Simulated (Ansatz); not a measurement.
Polymorphs of Ga₂BiAs, each relaxed with the program Ansatz at the LDA level (PAW):

A: P-4m2
a = b = 4.1830 Å, c = 5.9691 Å, α = β = γ = 90.00°

```csv
atom,site,symmetry,x,y,z
Ga,2g,2mm.,0.0000,0.5000,0.2750
Bi,1a,-4m2,0.0000,0.0000,0.0000
As,1c,-4m2,0.5000,0.5000,0.5000
```

B: R3m
a = b = 4.189 Å, c = 20.700 Å, α = β = 90.00°, γ = 120.00°

| atom | site | symmetry | x | y | z |
|---|---|---|---|---|---|
| Ga | 3a | 3m | 0.0000 | 0.0000 | 0.1171 |
| Ga | 3a | 3m | 0.0000 | 0.0000 | 0.6320 |
| Bi | 3a | 3m | 0.0000 | 0.0000 | 0.5011 |
| As | 3a | 3m | 0.0000 | 0.0000 | 0.9999 |

Q: Order them by energy per atom at 0 K (lowest first) at the level LDA.

A: A (+0 meV/atom), B (+9 meV/atom)

Standing as an ambient phase not checked: A; B. All cells were relaxed under the symmetry of their starts (and spin orders); stability against distortions was not tested throughout. Spin–orbit coupling is left out wherever it is not named.

Energies hold the estimated change up to a 700 eV cutoff; steps of a few meV lie near the error of the meshes.

Potentials: the later of the program's two PAW sets.
